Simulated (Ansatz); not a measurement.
Ta$_{2}$H:
```yaml
crystal:
  lattice:
    - [1.71111, -2.37089, 0.00000]
    - [1.71111, 2.37089, 0.00000]
    - [0.00000, 0.00000, 4.76731]
  atoms:
    - { symbol: Ta, position: [0.00000, 0.50000, 0.26384] }
    - { symbol: Ta, position: [0.50000, 0.00000, 0.73616] }
    - { symbol: H, position: [0.00000, 0.00000, 0.00000] }
```

Relaxed with r²SCAN. Special points in fractions of this cell's reciprocal vectors: Γ (0.000, 0.000, 0.000); Y (-0.500, 0.500, 0.000); C0 (-0.380, 0.620, 0.000); Σ0 (0.380, 0.380, 0.000); Z (0.000, 0.000, 0.500); A0 (0.380, 0.380, 0.500); E0 (-0.380, 0.620, 0.500); T (-0.500, 0.500, 0.500); S (0.000, 0.500, 0.000); R (0.000, 0.500, 0.500).

Problem. List the band energies nearest the Fermi level at these points for plane-wave PAW r²SCAN (Ansatz code).

Solution. In eV from the Fermi level; about four levels below and three above (degenerate sets whole), none deeper than 8.9 eV; points with the same levels are listed once.

```tsv
k	below	above
Γ	-4.62 -3.27 -0.74	0.34 0.35 0.88
Y	-4.61 -3.91 -2.40 -0.26	3.74 4.21 6.06
C0	-3.49 -3.34 -2.26 -0.83	2.95 3.17 4.10
Z	-6.12 -2.24 -1.17 -0.77	0.39 2.49 3.12
A0	-2.07 -1.95 -1.81 -1.61	3.48 3.69 3.80
T	-6.87 -3.12 -3.07 -2.12	0.31 0.34 0.92
S	-2.72 -1.82 -0.89 -0.85	3.07 3.19 4.36
R	-4.57 -1.81 -1.66 -0.67	0.76 3.36 3.43
```

Space group C222. The first step of the workflow began from a Materials Project structure, measured or hypothetical; the Crystallography Open Database copy checked does not list it. Whether it is the stable phase at ambient conditions was not checked. The r²SCAN relaxation kept the symmetry of its start; whether a distortion lowers the energy is not shown. The run is not spin-polarised. Scalar-relativistic: spin–orbit coupling is off unless named, which matters more the heavier the elements.

Potentials: the later of the program's two PAW sets.
